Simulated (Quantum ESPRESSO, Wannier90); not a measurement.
**Tight-binding from DFT: HfSi₂ (Cmcm)**

```
begin unit_cell_cart
ang
    3.6467800000    0.0000000000    0.0000000000
    0.0000000000    0.0000000000   -3.6486100000
   -1.8233900000    7.2959450000    0.0000000000
end unit_cell_cart
begin atoms_frac
Hf   0.1057400000 -0.2500000000  0.2114800000
Hf  -0.1057400000  0.2500000000 -0.2114800000
Si  -0.2502100000 -0.2500000000  0.4995800000
Si   0.2502100000  0.2500000000 -0.4995800000
Si  -0.4471700000  0.2500000000  0.1056600000
Si   0.4471700000 -0.2500000000 -0.1056600000
end atoms_frac
```

Structure: Materials Project mp-1069, symmetrised, not relaxed again. COD (Crystallography Open Database) has an entry of this formula and space group (matched by these alone). Method: PBEsol plane waves in Quantum ESPRESSO 7.5 (PseudoDojo norm-conserving files, 47 Ry, no spin polarisation, no spin-orbit coupling), Bloch states on a 6×6×6 mesh through Γ, Wannier90 4.0.1. Density: 10×8×10 mesh, cold smearing 0.01 Ry. Spin-orbit coupling is left out although heavy elements are present.

A tight-binding model is made by disentanglement and projection with no localisation steps (num_iter = 0), so the 34 orbitals stay atom-like: hydrogen-like Hf: s;p;d; Si: s;p, axes along x, y, z; frozen window up to 1.50 eV relative to the Fermi level. It follows pw.x to 6.2 meV rms for states up to 1.0 eV relative to the Fermi level. Matrix elements depend on this choice of orbitals and windows. The run ended at its step limit with the spread still drifting slowly, so a lower minimum may lie further on.

Q: What are the on-site energies relative to the Fermi level, and how fast do the hoppings decay?

A: 
```tsv
atom	orbitals	energy (eV)
Hf1	s	2.83
Hf1	pz	8.07
Hf1	px	7.96
Hf1	py	7.09
Hf1	dz2 dyz	2.18
Hf1	dxz	2.31
Hf1	dx2-y2	1.92
Hf1	dxy	2.20
Hf2	s	2.83
Hf2	pz	8.07
Hf2	px	7.96
Hf2	py	7.09
Hf2	dz2 dyz	2.18
Hf2	dxz	2.31
Hf2	dx2-y2	1.92
Hf2	dxy	2.20
Si3	s	-4.44
Si3	pz	2.00
Si3	px	2.06
Si3	py	2.02
Si4	s	-4.44
Si4	pz	2.00
Si4	px	2.06
Si4	py	2.02
Si5	s	-4.27
Si5	pz	2.54
Si5	px	2.31
Si5	py	1.55
Si6	s	-4.27
Si6	pz	2.54
Si6	px	2.31
Si6	py	1.55
```

```tsv
distance of the centres (Å)	largest modulus (eV)
2–3	2.0
3–4	1.3
4–5	0.47
5–6	0.43
6–7	0.39
7–8	0.21
8–9	0.063
9–10	0.066
```
